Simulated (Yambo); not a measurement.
Yambo run on NiSi$_{3}$P$_{4}$ (space group I-42m, No. 121). The wavefunctions are PBEsol (pw.x of Quantum ESPRESSO, ONCV potentials, without SOC) ones on a 4×4×4 mesh (25 occupied bands); a = 6.3344 Å, b = 6.3344 Å, c = 6.3344 Å, α = 131.85°, β = 131.85°, γ = 70.47°.

Yambo input:

```
rim_cut
HF_and_locXC
RandQpts= 1000000
RandGvec= 1 Ry
EXXRLvcs= 98 Ry
VXCRLvcs= 392 Ry
% QPkrange
 1 | 1 | 25 | 26 |
 3 | 3 | 25 | 26 |
 6 | 6 | 25 | 26 |
 8 | 8 | 25 | 26 |
 13 | 13 | 25 | 26 |
%
```

k points by index: 1 = Γ, 3 = X, 6 = N, 8 = P, 13 = Z.

The o-*.hf file then holds:

```
#    K-point    Band    Eo [eV]    Ehf [eV]    Vxc [eV]    Vnlxc [eV]
#
    1    25    0.000000    -2.453330    -18.21613    -20.66946
    1    26    0.488390    2.048368    -17.72462    -16.16464
    3    25    -0.324064    -3.712946    -20.52869    -23.91757
    3    26    0.687495    3.422393    -15.51719    -12.78230
    6    25    -0.730958    -4.049464    -19.99440    -23.31290
    6    26    1.723684    5.869485    -11.13163    -6.985829
    8    25    -0.434371    -3.404965    -19.00784    -21.97843
    8    26    1.253912    5.230463    -11.91221    -7.935660
    13    25    -0.965268    -5.130806    -22.73544    -26.90098
    13    26    0.264272    3.903781    -11.43600    -7.796486
```
Exchange alone, without screening.

Geometry of the Materials Project entry, not relaxed at this level.

The runs are not spin-polarised; magnetic order was not tried.
